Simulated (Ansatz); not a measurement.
Te2Mo:
```cif
data_Mo2Te4
_chemical_formula_sum 'Mo2 Te4'
_space_group_name_H-M_alt 'P63/mmc'
_space_group_IT_number 194
_space_group_name_Hall '-P 6c 2c'
_cell_length_a 3.54639
_cell_length_b 3.54639
_cell_length_c 14.25638
_cell_angle_alpha 90.000
_cell_angle_beta 90.000
_cell_angle_gamma 120.000
loop_
_atom_site_label
_atom_site_type_symbol
_atom_site_symmetry_multiplicity
_atom_site_Wyckoff_symbol
_atom_site_fract_x
_atom_site_fract_y
_atom_site_fract_z
_atom_site_occupancy
Mo1 Mo 2 c 0.33333 0.66667 0.25000 1
Te1 Te 4 f 0.66667 0.33333 0.12430 1
```

Relaxed at zero pressure with r²SCAN+D4 (plane waves, PAW; program Ansatz).

Problem. The volume is lowered by 9 % and shape and atoms relax at that volume. What pressure results, and how do the axes share the change?

Solution. 4.6 GPa; a -1.9 %, b -1.9 %, c -5.3 %; the energy rises by 28 meV/atom.

Problem. Give the new structure.

Solution. 
Space group P6₃/mmc (No. 194); a = b = 3.4773 Å, c = 13.4937 Å, α = β = 90.00°, γ = 120.00°

| atom | site | symmetry | x | y | z |
|---|---|---|---|---|---|
| Mo | 2c | -6m2 | 0.3333 | 0.6667 | 0.2500 |
| Te | 4f | 3m. | 0.6667 | 0.3333 | 0.1166 |

The phase is kept; no other phase was compared at this pressure.

Space group P6_3/mmc. Symmetry was held in the r²SCAN+D4 relaxation; of distortions, only those at the zone centre were tested. The run is not spin-polarised. Scalar-relativistic: spin–orbit coupling is off unless named, which matters more the heavier the elements.

Potentials: the later of the program's two PAW sets.
